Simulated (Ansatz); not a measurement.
## TaRe: how the energy converges with the cutoff

TaRe, P1, a = 2.780 Å, b = 2.762 Å, c = 4.512 Å, α, β, γ = 89.9°, 89.5°, 108.9°. Ansatz: PBEsol, PAW, cutoff varied, Γ-centred 12×12×6 mesh on 2 atoms, Gaussian smearing 0.10 eV; no spin polarisation. Single points at one geometry with displaced atoms, the cutoff alone changed; ΔE is the energy at zero smearing over the run at 600 eV. The runs up to 350 eV lie under the cutoff recommended for these PAW datasets.

```
cutoff (eV)  ΔE (meV/atom)
        200        3829.70
        250              ?
        300          70.97
        350           9.48
        420           1.86
```

Assume ΔE falls exponentially with the cutoff, fit y = ln ΔE against x, the cutoff in eV, to the other rows, and predict the missing value.

y = 8.251, 4.262, 2.249, 0.621. Means x = 317.5, y = 3.8457; Σ(Δx)² = 25675, ΣΔxΔy = -907.3; the slope is their ratio. y = 15.07 − 0.03534 x, a factor of ten per 65 eV. At 250 eV this gives ΔE = 510.30 meV/atom. The run gave 593.37, a ratio of 0.86. Between neighbouring rows the decay runs from a factor of ten per 54 eV to one per 99 eV, so one exponential is only a rough guide. The fast fall gives way to a slow tail, so a fit to low cutoffs promises convergence too early.